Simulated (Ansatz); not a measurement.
**Ta (bcc, W type), energy over volume and axial ratio**

Ta (bcc, W type)

```
Ta
1.0
   -1.64096     1.64096     1.64096
    1.64096    -1.64096     1.64096
    1.64096     1.64096    -1.64096
Ta
1
Direct
  0.00000   0.00000   0.00000
```

The relaxed cell is deformed in two ways at once: its volume V is scaled, and at that volume it is stretched along z (the c axis of the conventional cell) so that c/a changes. Fractional atomic positions are held.

These are PBEsol (plane waves to 420 eV, PAW, scalar-relativistic; Ansatz, a quantum-chemistry and plane-wave program) values and carry that method's errors. k mesh 20×20×20 (Γ-centred), Fermi-Dirac smearing 0.05 eV. The energy includes the smearing's −TS. Stress and pressure are positive under compression. With partly filled bands, the response to shear is sensitive to the k mesh, so small differences along c/a are uncertain. Spin-orbit coupling is left out, though Ta is heavy. Ta is run without spin polarisation. Ta was relaxed with its symmetry unable to fall. The PAW data are Ansatz's earlier set. ΔE is measured from the relaxed starting cell.

ΔE (meV/atom), with V/V₀ across and (c/a)/(c/a)₀ down:

```
(c/a)/(c/a)₀ \ V/V₀  0.920  0.960  1.000  1.040  1.080
-------------------  -----  -----  -----  -----  -----
0.920                  116     50     28     43     88
0.960                   92     28      8     24     72
1.000                   84     20      0     17     65
1.040                   92     27      7     24     71
1.080                  113     47     26     41     87
```

σzz − σxx (GPa), with V/V₀ across and (c/a)/(c/a)₀ down:

| (c/a)/(c/a)₀ \ V/V₀ | 0.920 | 0.960 | 1.000 | 1.040 | 1.080 |
|---|---|---|---|---|---|
| 0.920 | 9.2 | 8.5 | 7.8 | 6.9 | 5.9 |
| 0.960 | 6.0 | 5.5 | 5.0 | 4.3 | 3.7 |
| 1.000 | 0.0 | 0.0 | 0.0 | 0.0 | 0.0 |
| 1.040 | -5.9 | -5.3 | -4.7 | -4.2 | -3.7 |
| 1.080 | -10.8 | -9.6 | -8.5 | -7.6 | -6.7 |

Summary:

Lowest place on the grid: V/V₀ = 1.000, (c/a)/(c/a)₀ = 1.000 (0 meV/atom). Highest place on the grid: V/V₀ = 0.920, (c/a)/(c/a)₀ = 0.920 (116 meV/atom).

(Under strain, the slope of the energy per volume gives the stress and its curvature an elastic modulus.)
